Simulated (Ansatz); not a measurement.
## From the elastic tensor of Cu₃Pt at 5 GPa (stress–strain coefficients) to moduli and sound speeds

These are results of DFT LDA, scalar-relativistic, plane waves, PAW (Ansatz), not measurements. Plane waves to 420 eV; Γ-centred k mesh 12×12×12; Fermi-Dirac smearing of 0.15 eV. No spin polarisation.

It takes space group Pm-3m (No. 221, cubic). Conventional cell: a = 3.603 Å, b = 3.603 Å, c = 3.603 Å, α = 90.00°, β = 90.00°, γ = 90.00°. Cu (site symmetry 4/mmm) is surrounded by 8 Cu at 2.55 Å and 4 Pt at 2.55 Å. Around Pt (site symmetry m-3m) lie 12 Cu at 2.55 Å.

In a metal, frequencies and elastic constants depend on the k mesh and the smearing, soft modes and shear constants most. Spin–orbit coupling is left out, which can shift energies with elements as heavy as these. Other phases may be more stable at this pressure.

Relaxed-ion constants (GPa, on the Cartesian axes of the calculation):
```
300.1 216.2 216.2   0.0   0.0   0.0
216.2 300.1 216.2   0.0   0.0   0.0
216.2 216.2 300.1   0.0   0.0   0.0
  0.0   0.0   0.0 117.0   0.0   0.0
  0.0   0.0   0.0   0.0 117.0   0.0
  0.0   0.0   0.0   0.0   0.0 117.0
```

Density 13.689 g/cm³; 4 atoms in 46.79 Å³.

The values that follow are for a polycrystal of randomly turned grains, by Hill's mean where one number stands. In a crystal this anisotropic the Voigt and Reuss bounds lie far apart, so Hill's mean and the sound speeds and Debye temperature from it are rough.

With S = C⁻¹: B_V = (C11+C22+C33+2(C12+C13+C23))/9, G_V = (C11+C22+C33−C12−C13−C23+3(C44+C55+C66))/15, 1/B_R = S11+S22+S33+2(S12+S13+S23), 15/G_R = 4(S11+S22+S33−S12−S13−S23)+3(S44+S55+S66); Hill is their mean. Then v_l = √((B+4G/3)/ρ), v_t = √(G/ρ), v_m = [(2/v_t³+1/v_l³)/3]^(−1/3) and Θ = (ħ/k_B)·v_m·(6π²n/V)^(1/3) for n atoms in the volume V; E = 9BG/(3B+G), ν = (3B−2G)/(2(3B+G)) and A^U = 5G_V/G_R + B_V/B_R − 6.

```json
{"Bulk modulus, Voigt / Reuss / Hill": "244.2 / 244.2 / 244.2 GPa", "Shear modulus, Voigt / Reuss / Hill": "87.0 / 68.2 / 77.6 GPa", "Young's modulus": "210 GPa", "Poisson ratio": "0.356", "Pugh ratio B/G": "3.15", "Universal anisotropy index": "1.38", "Longitudinal and transverse sound speeds": "5039 and 2381 m/s", "Debye temperature from the mean sound speed": "351 K"}
```

Cost: 1 run of about 2.6 core-minutes, on Intel Xeon Platinum 8259CL (Skylake/Cascade Lake) (shared hosts).